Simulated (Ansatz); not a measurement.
**How much do the gradients of AlCr₂C depend on the method?**

Cell: a Materials Project structure (computed, not necessarily an observed phase), taken as it stands.

Space group P6_3/mmc (No. 194); a = 2.8251, c = 12.6014 Å, γ = 120.00°.

| site | Wyckoff | site symmetry | x | y | z |
| --- | --- | --- | --- | --- | --- |
| Al | 2d | -6m2 | 0.6667 | 0.3333 | 0.2500 |
| Cr | 4f | 3m. | 0.3333 | 0.6667 | 0.4149 |
| C | 2a | -3m. | 0.0000 | 0.0000 | 0.5000 |

One atom of each set is listed.

First run. The numbers come from a DFT calculation in Ansatz (PBE, plane waves and PAW, scalar-relativistic, collinear spin, 420 eV cutoff, Γ-centred 13×13×3 k-points, Fermi–Dirac smearing 0.05 eV). Start moments as typed (μB): 3 on each Cr, none on the rest.

```csv
site,V_zz (10²¹ V/m²),η,m (μB)
Al,-3.54,0.00,0.00
Cr,-0.59,0.00,0.00
C,0.064,0.00,0.00
```

Second run. The same atoms and settings, except that the functional is r2SCAN and the cutoff is 500 eV.

**Question.** Given the first result, estimate the second.

**Answer.** 

```json
{"site": "Al", "V_zz": "-3.48", "η": "0.00", "change of V_zz": "+0.06", "m (μB)": "-0.05"}
{"site": "Cr", "V_zz": "-2.05", "η": "0.00", "change of V_zz": "-1.46", "m (μB)": "0.80"}
{"site": "C", "V_zz": "0.15", "η": "0.00", "change of V_zz": "+0.09", "m (μB)": "-0.10"}
```

The largest change of V_zz is on Cr, from -0.59 to -2.05. In per cent, |V_zz| changes by -2 on Al (all sites that start above 2). The absolute magnetisation of the cell goes from 0.0 to 4.3 μB.

The run finds no gap above 0.1 eV (a metal, or nearly one), so the gradients can move by 10 % or more with the k-mesh.
For the first run: The start moments die out, and the run ends without spin.
For the second run: The program didn't check the stability of this electronic state in full, so a lower one may lie near. With these PAW files V_zz is typically within 2 to 3 % of all-electron values, but misses above 10 % occur on Al. The run lost most of its start moments on Cr; a state with other moments may lie lower. The magnetic order is the one that the run reached from its start moments, not necessarily the measured one (the real compound may not order at all).
